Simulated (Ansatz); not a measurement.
BeSe (CsCl type, space group No. 221), the program Ansatz at the PBE level (PAW), all energies at zero smearing, with the estimated change up to a 700 eV cutoff added, with one set of potentials and settings (totals compare only within such a set). Cell of 2 atoms (1 Be, 1 Se): -5560.750 eV.

```csv
element,reference phase,E (eV/atom)
Be,"P6_3/mmc, 2 atoms in the cell",-92.7621
Se,"P3_121, 3 atoms in the cell",-5469.0896
```

Formation energy per atom, worked out: (-5560.750 − 1×(-92.7621) − 1×(-5469.0896))/2 = 0.551 eV/atom (53 kJ per mol of atoms), at 0 K, without zero-point energy or fitted corrections.

Space group Pm-3m (CsCl type). A made-up cell: these elements were put on the sites of a structure type; neither database checked (COD, Materials Project) lists it. COD files the formula under space group No. 216, so this cell is another polymorph or a model. Whether it is the stable phase at ambient conditions was not checked. Symmetry was held in the PBE relaxation; its stability against distortions is not shown here. The references are the lowest solids computed at this level, not always the standard phases.

Potentials: the earlier of the program's two PAW sets.
